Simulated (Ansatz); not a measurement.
## Mg₃CdTe₄: relaxed-ion elastic tensor

Computed with Ansatz, DFT PBE, scalar-relativistic, plane waves, PAW. Plane waves to 420 eV; Γ-centred k mesh 6×6×2; fixed occupations. No spin polarisation.

The cell, relaxed at this level:
```xyz
8
Lattice="4.6274 0.0000 0.0000 -2.3137 4.0074 0.0000 0.0000 0.0000 15.0711" Properties=species:S:1:pos:R:3 pbc="T T T"
Mg    2.3137    1.3358    7.4712
Mg    2.3137    1.3358   15.0703
Mg    0.0000    0.0000    3.7392
Cd    0.0000    0.0000   11.3027
Te    2.3137    1.3358    2.8243
Te    2.3137    1.3358   10.2986
Te    0.0000    0.0000    6.5623
Te    0.0000    0.0000   14.1683
```

It was reached by relaxing an invented guess, and it needn't be the stable form of this composition. Spin–orbit coupling is left out, which matters for heavy elements.

(1) Give the relaxed-ion elastic constants (GPa, Voigt order xx yy zz yz xz xy, on the Cartesian axes of the cell above).

(2) Is the crystal stable against homogeneous strain?

(3) And the moduli of a polycrystal (Hill averages)?

## Answers

(1)
C11 = 51.9, C12 = 27.9, C13 = 22.7, C14 = 0.1, C22 = 51.9, C23 = 22.7, C24 = -0.1, C33 = 56.8, C44 = 10.6, C55 = 10.6, C56 = 0.1, C66 = 12.0 GPa; the others vanish.

(2) Yes: the least eigenvalue of the tensor is 10.6 GPa.

(3) B = 34 GPa, G = 12 GPa, E = 33 GPa, ν = 0.34.
